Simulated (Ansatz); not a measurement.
Level of theory: DFT PBE, scalar-relativistic, plane waves, PAW (Ansatz 0.2.0). Cutoff 420 eV, Γ-centred meshes of about 0.25 Å⁻¹ or finer for metals and 0.3 Å⁻¹ for insulators (2π included), Gaussian smearing. No spin polarisation.

Structures of GaMo, relaxed with PBE:

A.

```
Ga Mo
1.0
     2.87114    0.00000    0.00000
    -1.43557    2.48648    0.00000
     0.00000    0.00000    4.37627
Ga Mo
1 1
Direct
  0.00000 0.00000 0.00000
  0.66667 0.33333 0.50000
```

B.

```
Ga Mo
1.0
     5.00696    0.00000    0.00000
     0.00000    5.00696    0.00000
     0.00000    0.00000    5.00696
Ga Mo
4 4
Direct
  0.84886 0.65114 0.34886
  0.65114 0.34886 0.84886
  0.34886 0.84886 0.65114
  0.15114 0.15114 0.15114
  0.14193 0.35807 0.64193
  0.35807 0.64193 0.14193
  0.64193 0.14193 0.35807
  0.85807 0.85807 0.85807
```

With PBE the energies per atom relative to A are: B +61 meV.

Question: Does r2SCAN, as single points on these cells at 500 eV, keep the order?

Answer: The order stays A < B.

```csv
cell,group,"coarse PBE screen (meV/atom, to 10)","PBE, fine mesh (meV/atom)",r2SCAN at the PBE cell (meV/atom),r2SCAN pressure (GPa),gap PBE (eV),gap r2SCAN (eV)
A,P-6m2,0,0,0,-3.5,0.00,0.00
B,P2_13,50,61,59,-3.4,0.00,0.00
```

Energies count from A, gaps are read on the mesh, and pressure is positive in compression.

Trial moments fell under 0.15 μB along the way in P-6m2 and P2_13; another start might hold them. Cells relaxed within their symmetry can be saddle points.
